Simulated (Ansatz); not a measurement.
Calculation log, TiOs (Pm-3m) (elastic constants by finite strains)

Method: PBEsol, PAW on Ansatz 0.2.0's default frozen-core files (fitted under PBE), scalar-relativistic.

Cell and atoms were relaxed beforehand by PAW with this functional.

Command line:

```sh
ansatz run input.yaml --threads 1 --pin off --max-ram 2048MiB --backend cpu --events-out ev --progress --plain --runs-dir out
```

Input:

```yaml
crystal:
  lattice:
    - [3.06168829811, 0.0, 0.0]
    - [0.0, 3.06168829811, 0.0]
    - [0.0, 0.0, 3.06168829811]
  atoms:
    - { symbol: Ti, position: [0.5, 0.5, 0.5] }
    - { symbol: Os, position: [0.0, 0.0, 0.0] }
kpoints:
  mp_grid: { grid: [16, 16, 16] }
scf:
  occupations: { method: fermi_dirac, width: 0.05 }
hamiltonian:
  xc: pbesol
  pseudopotentials: { kind: paw }
elastic:
  mode: relaxed_ion
  stencil: two_point
  amplitude: 0.005
```

Output (shortened where marked):

```
Warning: RAYON_NUM_THREADS=1 ignored (pool sized by the plan → 1); use --threads N
Engine: ansatz 0.2.0, x86_64-unknown-linux-gnu
Pseudopotentials: kind: paw
Pseudopotential: Ti, paw, valence charge 12, recommended cutoff 420 eV (normal), Ti.paw.azcp
Pseudopotential: Os, paw, valence charge 16, recommended cutoff 420 eV (normal), Os.paw.azcp
Functional definition: PBEsol
  exchange = pbesol_x
  correlation = pbesol_c
Crystal: 2 atoms, lattice volume = 28.700 Å³
Basis set: ecut = 420 eV, 587 PW (Γ), exchange–correlation on 48×48×48 points (8 copies of the dense FFT grid, shifted against one another)
Bands: 18, of which v1, the nominal top of the filled ones, is band 14 counted from 1 (13 counted from 0)
Symmetry: 48 space group operations
Space group: Pm-3m (ITA 221), of the structure as read, at distance tolerance 3.1e-5 Å
k-points: 165 of 4096
Non-local potential: Ti, projectors of the file, l = 0: 3, l = 1: 2, l = 2: 3, l = 3: 1
Non-local potential: Os, projectors of the file, l = 0: 3, l = 1: 2, l = 2: 2, l = 3: 1
PAW form: soft (Blöchl's): semilocal exchange-correlation on the pseudo side does not see the compensation charge
PAW frozen core: Ti, regenerated for the run's functional, and the local potential with it (the file was generated under x = pbe(κ = 0.804, μ = 0.2195149727645171), c = pbe(β = 0.06672455060314922))
PAW frozen core: Os, regenerated for the run's functional, and the local potential with it (the file was generated under x = pbe(κ = 0.804, μ = 0.2195149727645171), c = pbe(β = 0.06672455060314922))
PAW one-centre angular grid: Ti, 590 points (default); XC on 64 Gauss nodes
PAW one-centre angular grid: Os, 590 points (default); XC on 64 Gauss nodes
Initial density: superposition of atomic densities (neutral atoms: chi_scale 0, normalization atom), corrected by the library's trained network
Initial wavefunctions: pseudopotential atomic-orbital guess
Functional: x = pbesol(κ = 0.804, μ = 0.12345679012345678), c = pbesol(β = 0.046)
SCF iter   1: F=—  HF=-13726.369680 eV  |F-HF|=—  |Δ(HF+E_count)|=         —  Δρ=6.79e-3  dr2=1.38e-2  ethr=1.77e-3  ⟨swp⟩=4.0  Hψ=11849  notcnv=0
preconditioner: auto → none  [metal: Δε(μ)=0.041 eV  Ē_g=5.082 eV  σ=0.050 eV  W_gap=0.20  n_scr=6 (ndim 8)  ℏωp=24.0 eV  f_vac=0.000  D(μ)=0.46/eV (n_scr^D=0)  sad-step TF]
SCF iter   2: F=—  HF=-13726.368557 eV  |F-HF|=—  |Δ(HF+E_count)|=   1.12e-3  Δρ=3.92e-3  dr2=5.40e-3  ethr=4.92e-5  ⟨swp⟩=2.0  Hψ=4904  notcnv=0
SCF iter   3: F=—  HF=-13726.367896 eV  |F-HF|=—  |Δ(HF+E_count)|=   6.61e-4  Δρ=4.38e-4  dr2=5.02e-5  ethr=1.93e-5  ⟨swp⟩=2.0  Hψ=4154  notcnv=0
SCF iter   4: F=—  HF=-13726.367884 eV  |F-HF|=—  |Δ(HF+E_count)|=   1.25e-5  Δρ=1.02e-4  dr2=2.09e-6  ethr=1.79e-7  ⟨swp⟩=2.0  Hψ=5117  notcnv=0
SCF iter   5: F=—  HF=-13726.367887 eV  |F-HF|=—  |Δ(HF+E_count)|=   2.97e-6  Δρ=2.27e-5  dr2=9.15e-8  ethr=7.47e-9  ⟨swp⟩=2.0  Hψ=4478  notcnv=0
SCF iter   6: F=—  HF=-13726.367887 eV  |F-HF|=—  |Δ(HF+E_count)|=   2.34e-8  Δρ=2.46e-6  dr2=1.17e-9  ethr=3.27e-10  ⟨swp⟩=2.0  Hψ=4444  notcnv=0
SCF iter   7: F=—  HF=-13726.367887 eV  |F-HF|=—  |Δ(HF+E_count)|=  4.66e-10  Δρ=1.36e-7  dr2=4.21e-12  ethr=4.18e-12  ⟨swp⟩=2.0  Hψ=5107  notcnv=0
[... 42 lines left out ...]
SCF 4 converged in 7 iterations: F = -13726.367603 eV  dr2 = 1.32e-14
iter 1 solved again at ethr=5.89e-11 eV; its pass at ethr=3.10e-3 eV (dr2=1.65e-8 eV) is discarded
SCF iter   1: F=—  HF=-13726.367595 eV  |F-HF|=—  |Δ(HF+E_count)|=         —  Δρ=1.55e-5  dr2=1.54e-8  ethr=5.89e-11  ⟨swp⟩=2.2  Hψ=65414  notcnv=0
preconditioner: auto → none  [metal: Δε(μ)=0.010 eV  Ē_g=5.042 eV  σ=0.050 eV  W_gap=0.05  n_scr=6 (ndim 8)  ℏωp=24.0 eV  f_vac=0.000  D(μ)=0.45/eV (n_scr^D=0)]
SCF iter   2: F=—  HF=-13726.367603 eV  |F-HF|=—  |Δ(HF+E_count)|=   7.35e-6  Δρ=7.36e-6  dr2=2.26e-9  ethr=5.49e-11  ⟨swp⟩=2.6  Hψ=17520  notcnv=0
SCF iter   3: F=—  HF=-13726.367603 eV  |F-HF|=—  |Δ(HF+E_count)|=   3.35e-9  Δρ=1.14e-6  dr2=5.32e-11  ethr=8.06e-12  ⟨swp⟩=1.8  Hψ=12720  notcnv=0
SCF iter   4: F=—  HF=-13726.367603 eV  |F-HF|=—  |Δ(HF+E_count)|=  8.19e-11  Δρ=2.08e-7  dr2=2.04e-12  ethr=1.90e-13 (applied; sched 1.00e-12)  ⟨swp⟩=2.8  Hψ=20498  notcnv=0
SCF iter   5: F=-13726.367603 eV  HF=-13726.367603 eV  |F-HF|=7.28e-12  |Δ(HF+E_count)|=  5.46e-12  Δρ=3.62e-8  dr2=6.65e-14  ethr=1.00e-12  ⟨swp⟩=2.8  Hψ=40487  notcnv=0
SCF 5 converged in 5 iterations: F = -13726.367603 eV  dr2 = 6.65e-14
SCF converged after 8 iterations
Free energy (F): -13726.367887 eV
Harris-Foulkes:  -13726.367887 eV  (|F-HF|=1.82e-12)
Internal energy: -13726.364265 eV  (E = F + TS)
E sigma→0 (E₀):  -13726.366076 eV
Entropy (-TS):   -0.003622 eV (-1.811 meV/atom)
Fermi energy:    20.629073 eV
--- Per-component energies (eV) ---
  E_band       = -216.393029
  E_kinetic    = 837.459400
  E_local      = -1555.553537  (includes V_loc(G=0)·N_el)
  E_nonlocal   = 8.734334
  E_hartree    = 641.103018
  E_xc         = -363.598792
  E_vxc        = -407.485436  (∫ρ·V_xc dr)
  E_paw        = -9901.881285  (= ΣΔE_a)
  E_vpaw       = -381.753851  (= ΣTr[D̂ρ^β])
  E_aug_tail   = 0.000027  (compensation charges beyond the density's cutoff)
  E_ewald      = -3393.014748
  E_core_change = 0.387317  (= ΣΔE_core)
  E_smearing   = -0.003622  (= −TS)
  E_closure    = 0.000000  (closes the sum)
  Σ components = -13726.367887   (vs F -13726.367887, Δ=0.00e0)
--- Forces (eV/Å), atoms counted from 1 ---
  atom   1  Ti     0.00000000    -0.00000000     0.00000000
  atom   2  Os    -0.00000000    -0.00000000    -0.00000000
  max |Σ_I F_I| component: 6.44e-30 eV/Å
--- Stress (GPa, compression-positive) ---
        0.005597       0.000000       0.000000
        0.000000       0.005597       0.000000
        0.000000       0.000000       0.005597
  P = ⅓ Tr σ = 0.0056 GPa (0.056 kbar)
--- Elastic constants: 2 strain directions × 2 members + reference (group order 48) ---
  dense FFT box of the reference and of every strained cell: 24×24×24
  strains applied: 11, 23; error gains: componentwise 1.00 (the most a stress slope's error grows in a printed constant), spectral 1.73 (1 for all six strains in a standard setting)
  C = ∂σ_k/∂η_j (tension-positive GPa; Voigt order 11 22 33 23 13 12):
       489.505    154.480    154.480     -0.000     -0.000     -0.000
       154.480    489.505    154.480     -0.000     -0.000     -0.000
       154.480    154.480    489.505     -0.000     -0.000     -0.000
        -0.000     -0.000      0.000    126.655      0.000     -0.000
         0.000      0.000     -0.000     -0.000    126.655      0.000
         0.000     -0.000      0.000      0.000      0.000    126.655
  reference stress σ⁰ (GPa):     -0.006     -0.006     -0.006     -0.000     -0.000     -0.000
  C* (energy form; C + prestress term) asymmetry max|C*_kj − C*_jk| = 2.842e-14 GPa — a small one proves nothing (zero by symmetry where the batch's group is 432, −43m or m−3m); a large one is finite-difference/SCF noise where ...
  moduli (Voigt/Reuss/Hill, GPa): K = 266.16/266.16/266.16   G = 143.00/140.35/141.67   E = 360.97   ν = 0.274
  mechanically stable: yes (min eigenvalue of sym C = 126.65 GPa)
  strain η (Voigt 11):  stress-route row diagonal C_11 = 489.50 GPa, energy-path curvature d²(F+E_count+ΔE)/dδ²/Ω₀ = 489.38 GPa
         δ    σ_11 (GPa)             F (eV)   n_scf  n_hpsi   n_pw
    -5.000e-3      -2.4990      -13726.3667733       8  125174    579   relax 0 steps, max|allowed force component| 9.47e-30 eV/Å
     5.000e-3       2.3960      -13726.3668087       6  104020    587   relax 0 steps, max|allowed force component| 5.92e-31 eV/Å
  strain η (Voigt 23):  stress-route row diagonal C_44 = 126.65 GPa, energy-path curvature d²(F+E_count+ΔE)/dδ²/Ω₀ = 126.66 GPa
         δ    σ_23 (GPa)             F (eV)   n_scf  n_hpsi   n_pw
    -5.000e-3      -0.6333      -13726.3676027       7  207882    587   relax 0 steps, max|allowed force component| 3.16e-30 eV/Å
     5.000e-3       0.6333      -13726.3676027       5  165851    587   relax 0 steps, max|allowed force component| 1.26e-29 eV/Å
```

The calculation finished and met its thresholds.

### Elastic moduli

Elastic constants of a crystal by Kohn-Sham DFT: slopes of the stress over finite engineering strains of the given cell, Voigt indices, Cartesian axes as in the input; Hill averages of a grain aggregate, Debye temperature from the mean sound speed over directions.

* Bulk modulus: 266.2 GPa
* Shear modulus: 141.7 GPa
* Young modulus: 361 GPa
* Poisson ratio: 0.274
* Bulk over shear modulus: 1.879
* Elastic anisotropy index: 0.0944
* Least young modulus: 327.9 GPa
* Largest young modulus: 415.4 GPa
* Longitudinal sound speed: 5747 m/s
* Transverse sound speed: 3207 m/s
* Elastic debye temperature: 436.7 K
* Linear compressibility (x, y, z): 1.252, 1.252, 1.252 1/TPa
* Zener ratio: 0.7561
* Cauchy pressure: 27.83 GPa

**Elastic constants**

* Pressure at rest: 0.006 GPa
* Least elastic eigenvalue: 126.7 GPa
* Elastically stable: yes

```
index  elastic (GPa)
   11          489.5
   12          154.5
   44          126.7
```

Strained cells:

Stress of each strained cell less that at rest, tension positive.

| strain component | strain | stress xx (GPa) | stress yy (GPa) | stress zz (GPa) | stress yz (GPa) | stress xz (GPa) | stress xy (GPa) | relaxation steps |
| --- | --- | --- | --- | --- | --- | --- | --- | --- |
| xx | -0.005 | -2.493 | -0.7839 | -0.7839 | 0 | 0 | 0 | 0 |
| xx | 0.005 | 2.402 | 0.761 | 0.761 | 0 | 0 | 0 | 0 |
| yz | -0.005 | -0.0056 | -0.0062 | -0.0062 | -0.6333 | 0 | 0 | 0 |
| yz | 0.005 | -0.0056 | -0.0062 | -0.0062 | 0.6333 | 0 | 0 | 0 |

Caveats: frozen-core PAW files fitted under PBE, their cores solved anew for the functional of the run; responses of metals move with mesh and smearing; no spin-orbit coupling on heavy atoms.

It took 34 s on 1 thread of Intel(R) Xeon(R) 6975P-C (Granite Rapids) (shared host), peak memory 0.63 GiB.
